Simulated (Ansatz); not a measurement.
Tetragonal deformation path in Ge

Level of theory: Ansatz, DFT r2SCAN, scalar-relativistic, plane waves, PAW. Cutoff 500 eV, Γ-centred 12×12×12 k-points, Gaussian smearing of 0.05 eV. No spin polarisation. Energies are free energies at this smearing, counted from the undisturbed cell; pressure is positive in compression.

Reference structure (as given, not relaxed at this level; it stands at 0.7 GPa):

```yaml
crystal:
  lattice:
    - [0.00000, 2.82877, 2.82877]
    - [2.82877, 0.00000, 2.82877]
    - [2.82877, 2.82877, 0.00000]
  atoms:
    - { symbol: Ge, position: [0.50000, 0.50000, 0.50000] }
    - { symbol: Ge, position: [0.75000, 0.75000, 0.75000] }
```

At fixed volume and fractional coordinates, lengths along (0.000, 0.000, 1.000) are scaled against those across it; ρ is that ratio over its starting value.

| ρ | ΔE (meV/atom) | pressure (GPa) | gap on the mesh (eV) |
| --- | --- | --- | --- |
| 0.650 | 338.3 | -2.5 | 0.00 |
| 0.707 | 258.8 | -1.4 | 0.00 |
| 0.780 | ? | ? | 0.00 |
| 0.850 | 81.7 | 0.3 | 0.00 |
| 0.920 | 24.5 | 0.6 | 0.00 |
| 0.960 | 6.2 | ? | ? |
| 1.000 | 0.0 | 0.7 | 0.44 |
| 1.050 | 9.8 | 0.7 | 0.27 |
| 1.100 | 39.2 | 0.7 | 0.00 |
| 1.200 | 148.5 | 0.9 | 0.00 |
| 1.300 | 306.1 | 1.3 | 0.00 |
| 1.414 | ? | ? | 0.00 |
| 1.500 | 572.8 | ? | 0.00 |

Where the gap reads zero the k-mesh, chosen for the insulator, is on the coarse side.

Problem. Give the withheld values.

Solution. ΔE (meV/atom) at ρ = 0.780: 161.0; pressure (GPa) at ρ = 0.780: -0.4; pressure (GPa) at ρ = 0.960: 0.7; gap on the mesh (eV) at ρ = 0.960: 0.21; ΔE (meV/atom) at ρ = 1.414: 479.4; pressure (GPa) at ρ = 1.414: 1.6; pressure (GPa) at ρ = 1.500: 1.2.